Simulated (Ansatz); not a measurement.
Relaxed ZnO (wurtzite):

```
ZnO
1.0
    3.27960     0.00000     0.00000
   -1.63980     2.84021     0.00000
    0.00000     0.00000     5.29330
Zn O
2 2
Direct
  0.66667   0.33333   0.00215
  0.33333   0.66667   0.50215
  0.66667   0.33333   0.62305
  0.33333   0.66667   0.12305
```

Scan: atom 3 (O, nearest neighbour Zn at 1.999 Å; its periodic images, 3.3 Å or more away, move with it) is displaced along Cartesian x, direction (1.000, 0.000, 0.000) in Cartesian axes, by s. The other atoms stay.

All values below come from PBE (plane waves to 420 eV, PAW, scalar-relativistic; Ansatz, a quantum-chemistry and plane-wave program). k mesh 9×9×5 (Γ-centred), Fermi-Dirac smearing 0.05 eV. F∥ is the force on the atom along that direction. ZnO was relaxed with its symmetry unable to fall. 

```csv
s (Å),F∥ (eV/Å)
-0.600,8.233
-0.480,5.533
-0.360,3.479
-0.240,1.983
-0.120,0.888
0.000,0.000
0.120,-0.888
0.240,-1.983
0.360,-3.479
0.480,-5.533
0.600,-8.233
```

**Question.** What is the force constant k = d²E/ds² of this move at s = 0?

**Answer.** 7.11 eV/Å². The forces along the line at the two nearest points give (0.888 − (-0.888)) / (2·0.120) = 7.40 eV/Å²; the next pair corrects for the finite step.

(For displaced atoms, the force is minus the slope of the energy, and its curvature is a force constant, which sets phonon frequencies.)
